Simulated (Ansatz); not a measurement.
Starting cell, TiB$_{2}$ (AlB2 type, space group P6/mmm):

```
CELL_PARAMETERS angstrom
      6.04976     0.00000     0.00000
     -1.51244     2.61962     0.00000
      3.02488     0.00000     3.22383
ATOMIC_POSITIONS crystal
  Ti 0.00000 0.00000 0.00000
  Ti 0.50000 0.00000 0.00000
  B  0.91667 0.66667 0.50000
  B  0.41667 0.66667 0.50000
  B  0.08333 0.33333 0.50000
  B  0.58333 0.33333 0.50000
```

The atoms are displaced by Q × the pattern below (from a DFPT mode at L = (0.5, 0.0, 0.5), largest move 1; Q in Å), at fixed cell. (q is in reciprocal vectors of the primitive cell; the cell shown is doubled to hold the pattern.)

```
atom       x       y      z
----  ------  ------  -----
B3    -0.500   0.866  0.000
B4     0.500  -0.866  0.000
B5    -0.500   0.866  0.000
B6     0.500  -0.866  0.000
```

Atoms not listed stay in place.

The numbers are results of r2SCAN (plane waves to 500 eV, PAW, scalar-relativistic; Ansatz, an electronic-structure program), not measurements. k mesh 18×18×18 (Γ-centred), Fermi-Dirac smearing 0.05 eV. Energies are smeared free energies. With partly filled bands, energies and forces of such displacements shift with the k mesh and the smearing. The PAW data are Ansatz's earlier set. TiB2 is run without spin polarisation. TiB2 was relaxed with its symmetry unable to fall. ΔE is measured from the undisplaced structure. The last digit holds for this mesh only.

| Q (Å) | ΔE (meV/cell) |
|---|---|
| -0.2800 | 1752.5 |
| -0.2333 | 1224.8 |
| -0.1867 | withheld |
| -0.1400 | 444.4 |
| -0.0933 | 197.9 |
| -0.0467 | 49.5 |
| 0.0000 | 0.0 |
| 0.0467 | 49.5 |
| 0.0933 | 197.9 |
| 0.1400 | 444.4 |
| 0.1867 | withheld |
| 0.2333 | 1224.8 |
| 0.2800 | 1752.5 |

Q: Fit an even polynomial form (powers 2, 4, 6) to the given rows and predict ΔE at Q = -0.1867.

A: Least squares on the 11 given rows: ΔE = (22750)·Q² + (-3449)·Q⁴ + (-20890)·Q⁶, in meV/cell with Q in Å; root-mean-square residual 0.12 meV/cell. At -0.1867 the fit gives 787.9 meV/cell; the calculation gives 787.6 meV/cell, so the interpolation is off by 0.3 (+0.0 %). The quadratic term alone would give 793.0 meV/cell.

(A displaced cell: forces are minus the slopes of the energy, force constants its curvatures, and phonons follow from these.)
